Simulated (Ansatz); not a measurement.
Ansatz input

```yaml
crystal:
  lattice:
    - [0.0, 3.5723885672, 3.5723885672]
    - [3.5723885672, 0.0, 3.5723885672]
    - [3.5723885672, 3.5723885672, 0.0]
  atoms:
    - { symbol: Te, position: [0.125, 0.125, 0.125] }
    - { symbol: Te, position: [0.875, 0.875, 0.875] }
hamiltonian:
  xc: r2scan
  pseudopotentials:
    kind: paw
    azcp:
      Te: "pseudopotentials/Te.paw.azcp"
basis:
  ecutwfc: 500
  fft_grid_basis: typed
kpoints:
  mp_grid: { grid: [13, 13, 13], shift: [0, 0, 0] }
magnetization:
  spin_polarized: false
scf:
  occupations: { method: fermi_dirac, width: 0.1 }
```

Terminal output

```
Engine: ansatz 0.2.0, x86_64-unknown-linux-gnu
Pseudopotentials: kind: paw
Pseudopotential: Te, paw, valence charge 16, recommended cutoff 500 eV (meta_gga) 
Functional definition: r2SCAN
  parameter k0 = 0.174
  parameter k1 = 0.065
  parameter a1 = 4.9479
  exchange = r2scan_x(k0 = k0, k1 = k1, a1 = a1)
  correlation = r2scan_c
Crystal: 2 atoms, lattice volume = 91.181 Å³
Basis set: ecut = 500 eV, 2277 PW (Γ), exchange–correlation on 160×160×160 points (64 copies of the dense FFT grid, shifted against one another)
Bands: 20, of which v1, the nominal top of the filled ones, is band 16 counted from 1 (15 counted from 0)
Symmetry: 48 space group operations
Space group: Fd-3m (ITA 227), of the structure as read, at distance tolerance 4.5e-5 Å
k-points: 84 of 2197
Non-local potential: Te, projectors of the file, l = 0: 2, l = 1: 2, l = 2: 2, l = 3: 2
PAW form: soft (Blöchl's): semilocal exchange-correlation on the pseudo side does not see the compensation charge
PAW frozen core: Te, regenerated for the run's functional (the file was generated under x = pbe(κ = 0.804, μ = 0.2195149727645171), c = pbe(β = 0.06672455060314922))
PAW one-centre angular grid: Te, 590 points (default); XC on 160 Gauss nodes
Initial density: superposition of atomic densities (neutral atoms: chi_scale 0, normalization atom), corrected by the library's trained network
Initial wavefunctions: pseudopotential atomic-orbital guess
Functional: x = r2scan, c = r2scan; τ floored in thin density (d = 2e-4 eV/Å³)
SCF iter   1: F=—  HF=-13988.598801 eV  |F-HF|=—  |Δ(HF+E_count)|=         —  Δρ=1.82e-3  dr2=2.87e-3  dr2_τ=1.79e-4  ethr=1.77e-3  ⟨swp⟩=6.3  Hψ=8616  notcnv=0
SCF iter   2: F=—  HF=-13988.600160 eV  |F-HF|=—  |Δ(HF+E_count)|=   1.36e-3  Δρ=3.40e-4  dr2=8.03e-5  dr2_τ=5.26e-6  ethr=8.96e-6  ⟨swp⟩=2.0  Hψ=3191  notcnv=0
SCF iter   3: F=—  HF=-13988.600342 eV  |F-HF|=—  |Δ(HF+E_count)|=   1.82e-4  Δρ=1.11e-4  dr2=7.03e-6  dr2_τ=2.64e-7  ethr=2.51e-7  ⟨swp⟩=2.0  Hψ=3061  notcnv=0
SCF iter   4: F=—  HF=-13988.600349 eV  |F-HF|=—  |Δ(HF+E_count)|=   7.20e-6  Δρ=3.63e-5  dr2=1.99e-6  dr2_τ=2.46e-8  ethr=2.20e-8  ⟨swp⟩=2.0  Hψ=3057  notcnv=0
iter 5 did not close the SCF: its close was put off for the readings that it lacked (scf_convergence_deferred on its scf_iter line)
SCF iter   5: F=-13988.600349 eV  HF=-13988.600349 eV  |F-HF|=7.21e-8  |Δ(HF+E_count)|=   2.09e-7  Δρ=6.57e-6  dr2=3.40e-8  dr2_τ=9.41e-10  ethr=6.22e-9  ⟨swp⟩=2.0  Hψ=3051  notcnv=0
SCF iter   6: F=-13988.600349 eV  HF=-13988.600349 eV  |F-HF|=1.19e-9  |Δ(HF+E_count)|=   8.18e-8  Δρ=1.11e-6  dr2=1.12e-9  dr2_τ=3.38e-11  ethr=1.06e-10  ⟨swp⟩=1.0  Hψ=5011  notcnv=0
SCF 1 converged in 6 iterations: F = -13988.600349 eV  dr2 = 1.12e-9
SCF converged after 6 iterations
Free energy (F): -13988.600349 eV
Harris-Foulkes:  -13988.600349 eV  (|F-HF|=1.19e-9)
Internal energy: -13988.535365 eV  (E = F + TS)
E sigma→0 (E₀):  -13988.567857 eV
Entropy (-TS):   -0.064984 eV (-32.492 meV/atom)
Fermi energy:    5.362655 eV
--- Per-component energies (eV) ---
  E_band       = -663.557253
  E_kinetic    = 357.799801
  E_local      = -3280.633909  (includes V_loc(G=0)·N_el)
  E_nonlocal   = -621.476382
  E_hartree    = 1934.167201
  E_xc         = -228.162717
  E_vxc        = -221.149031  (∫ρ·V_xc dr)
  E_paw        = -9371.509590  (= ΣΔE_a)
  E_vpaw       = -780.590387  (= ΣTr[D̂ρ^β])
  E_aug_tail   = -0.000071  (compensation charges beyond the density's cutoff)
  E_vtau       = 14.155979  (kinetic-family band-sum trace: ∫τ·v_τ [+ j·A + Jᵃ·Aᵃ] dr)
  E_ewald      = -2779.289409
  E_core_change = 0.569711  (= ΣΔE_core)
  E_smearing   = -0.064984  (= −TS)
  E_closure    = 0.000000  (closes the sum)
  Σ components = -13988.600349   (vs F -13988.600349, Δ=0.00e0)
```

Command:

```sh
ansatz run input.yaml --threads 1 --pin off --max-ram 3584MiB --backend cpu --events-out ev --progress --plain --runs-dir out
```

On 1 thread of Intel(R) Xeon(R) Platinum 8259CL CPU @ 2.50GHz (Skylake/Cascade Lake) (shared host) this took about 22 s of wall time and 21 s of CPU time.
